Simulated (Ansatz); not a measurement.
## Ansatz 0.2.0, settings compared: MgZrAs

Launch command:

```bash
ansatz run input.yaml --threads 1 --pin off --max-ram 2560MiB --backend cpu --events-out ev --progress --plain --runs-dir out
```

The input file (Ansatz 0.2.0, plane waves):

```yaml
crystal:
  lattice:
    - [3.448945, 5.973745, 0.0]
    - [-3.448945, 5.973745, 0.0]
    - [0.0, 0.0, 4.221515]
  atoms:
    - { symbol: Mg, position: [0.7561, 0.2439, 0.5] }
    - { symbol: Mg, position: [0.2439, 0.0, 0.5] }
    - { symbol: Mg, position: [0.0, 0.7561, 0.5] }
    - { symbol: As, position: [0.0, 0.0, 0.0] }
    - { symbol: As, position: [0.6667, 0.6666, 0.5] }
    - { symbol: As, position: [0.3333, 0.3334, 0.5] }
    - { symbol: Zr, position: [0.42431, 0.57569, 0.0] }
    - { symbol: Zr, position: [0.57569, 0.0, 0.0] }
    - { symbol: Zr, position: [0.0, 0.42431, 0.0] }
  symmetry: { tolerance: 0.0003 }
kpoints:
  mp_grid: { grid: [3, 3, 4], shift: [0, 0, 0] }
magnetization:
  spin_polarized: false
scf:
  occupations: { method: fermi_dirac }
hamiltonian:
  pseudopotentials: { kind: paw }
  xc: pbe
basis:
  ecutwfc: 420
output:
  forces: true
  stress: true
  eigenvalues: true
```

Origin of the cell: a known structure type with other elements, at an estimated volume, so it need not be a known compound.

The smearing width isn't typed, so it takes its default of 0.1 eV.

Output of this run (shortened):

```
SCF iter   1: F=—  HF=-32895.730304 eV  Δρ=4.47e-3  dr2=5.67e-2
SCF iter   2: F=—  HF=-32895.720924 eV  Δρ=2.72e-3  dr2=2.26e-2
SCF iter   3: F=—  HF=-32895.716716 eV  Δρ=5.99e-4  dr2=7.52e-4
SCF iter   4: F=—  HF=-32895.716321 eV  Δρ=2.86e-4  dr2=2.12e-4
SCF iter   5: F=—  HF=-32895.716267 eV  Δρ=1.04e-4  dr2=2.61e-5
SCF iter   6: F=—  HF=-32895.716223 eV  Δρ=4.20e-5  dr2=3.39e-6
SCF iter   7: F=—  HF=-32895.716222 eV  Δρ=1.01e-5  dr2=1.73e-7
SCF iter   8: F=-32895.716222 eV  HF=-32895.716222 eV  Δρ=2.24e-6  dr2=1.88e-8
SCF 1 converged in 8 iterations: F = -32895.716222 eV  dr2 = 1.88e-8
SCF converged after 8 iterations
Free energy (F): -32895.716222 eV
Harris-Foulkes:  -32895.716222 eV  (|F-HF|=3.73e-8)
Internal energy: -32895.485441 eV  (E = F + TS)
E sigma→0 (E₀):  -32895.600832 eV
Entropy (-TS):   -0.230781 eV (-25.642 meV/atom)
Fermi energy:    12.523572 eV
--- Per-component energies (eV) ---
  E_band       = -1851.457500
  E_kinetic    = 1538.733096
  E_local      = -11146.084346  (includes V_loc(G=0)·N_el)
  E_nonlocal   = -1482.123652
  E_hartree    = 4897.892925
  E_xc         = -812.171367
  E_vxc        = -926.817936  (∫ρ·V_xc dr)
  E_paw        = -15246.688373  (= ΣΔE_a)
  E_vpaw       = 369.042265  (= ΣTr[D̂ρ^β])
  E_aug_tail   = 0.000093  (compensation charges beyond the density's cutoff)
  E_ewald      = -10645.043817
  E_smearing   = -0.230781  (= −TS)
  Σ components = -32895.716222   (vs F -32895.716222, Δ=0.00e0)
--- Forces (eV/Å), atoms counted from 1 ---
  atom   1  Mg    -0.343795     0.000000     0.000000
  atom   2  Mg     0.171898     0.297736     0.000000
  atom   3  Mg     0.171898    -0.297736     0.000000
  atom   4  As     0.000000     0.000000     0.000000
  atom   5  As     0.000000    -0.000000     0.000000
  atom   6  As     0.000000     0.000000     0.000000
  atom   7  Zr    -0.752979     0.000000     0.000000
  atom   8  Zr     0.376490     0.652099     0.000000
  atom   9  Zr     0.376490    -0.652099     0.000000
  max |Σ_I F_I| component: 1.11e-16 eV/Å
--- Stress (GPa, compression-positive) ---
        1.165354      -0.000000      -0.000000
       -0.000000       1.165354      -0.000000
       -0.000000      -0.000000      -6.932150
  P = ⅓ Tr σ = -1.5338 GPa (-15.338 kbar)
```

The same input was run again with these changes:

1. `basis.xc_grid` default → 1
2. `basis.xc_grid` default → 3; `hamiltonian.hubbard` default → { sites: [{ species: Zr, l: d, u_eff: 6.0 }], double_counting: fll }
3. `scf.eigensolver.kind` default → davidson; `hamiltonian.hubbard` default → { sites: [{ species: Zr, l: d, u_eff: 5.0 }], double_counting: fll }; `kpoints.mp_grid.grid` [3, 3, 4] → [2, 2, 2]
4. `kpoints.mp_grid.grid` [3, 3, 4] → [1, 1, 1]

```json
{"run": "base", "end": "converged", "SCF iterations": "8", "P (GPa)": "-1.53", "max force component (eV/Å)": "0.753", "moment (μB)": "–", "ΔE(σ→0) (meV/atom)": "0"}
{"run": "1", "end": "converged", "SCF iterations": "8", "P (GPa)": "-1.53", "max force component (eV/Å)": "0.753", "moment (μB)": "–", "ΔE(σ→0) (meV/atom)": "0.00"}
{"run": "2", "end": "converged", "SCF iterations": "16", "P (GPa)": "8.19", "max force component (eV/Å)": "0.585", "moment (μB)": "–", "ΔE(σ→0) (meV/atom)": "–"}
{"run": "3", "end": "converged", "SCF iterations": "13", "P (GPa)": "3.28", "max force component (eV/Å)": "0.623", "moment (μB)": "–", "ΔE(σ→0) (meV/atom)": "–"}
{"run": "4", "end": "converged", "SCF iterations": "10", "P (GPa)": "3.00", "max force component (eV/Å)": "0.345", "moment (μB)": "–", "ΔE(σ→0) (meV/atom)": "266.53"}
```

Energies are compared only where functional, datasets, charge and starting cell are the same.

Not properties of the system: run 3 (too coarse or loose: `kpoints.mp_grid.grid` = [2, 2, 2]), run 4 (too coarse or loose: `kpoints.mp_grid.grid` = [1, 1, 1]).

Caveats of the base run: no moments, though an odd count or open d shells may carry them; the k mesh is coarse if the cell is a metal.

Time of the base run: 11 s on 1 thread of Arm Neoverse V1, on a shared host, peak memory 0.42 GiB, from the program's own first density.
